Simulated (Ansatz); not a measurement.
Space group P-3m1 (No. 164). a = 3.696 Å, b = 3.696 Å, c = 6.384 Å, α = 90.00°, β = 90.00°, γ = 120.00°
| atom | site | symmetry | x | y | z |
| --- | --- | --- | --- | --- | --- |
| Ti | 1a | -3m. | 0.0000 | 0.0000 | 0.0000 |
| Te | 2d | 3m. | 0.6667 | 0.3333 | 0.2712 |

Equation of state of this TiTe2 structure (not necessarily the ground state), with shape and atoms relaxed at each volume where symmetry leaves them free. It has no gap at any of these volumes. All numbers below come from DFT PBE+D3(BJ), scalar-relativistic, plane waves, PAW in Ansatz 0.2.0.

Settings: cutoff 420 eV, Γ-centred mesh 12×12×8 on the computed 3-atom cell, Gaussian smearing of 0.10 eV; no spin polarisation.

| V (Å³/atom) | E − E(largest V) (meV/atom) | P (GPa) |
| --- | --- | --- |
| 22.154 | 41.29 | 7.90 |
| 22.909 | 10.41 | 5.27 |
| 23.664 | -9.32 | 3.14 |
| 24.419 | -19.91 | 1.39 |
| 25.175 | -23.16 | 0.02 |
| 25.930 | -20.62 | -1.08 |
| 26.685 | -13.71 | -1.89 |
| 27.692 | 0.00 | -2.47 |

Task: Fit a third-order Birch–Murnaghan equation to E(V).

Result: V0 = 25.20 Å³/atom, B0 = 39 GPa, B0' = 7.4.

Spin-orbit coupling is left out, which matters for the bands of heavy elements.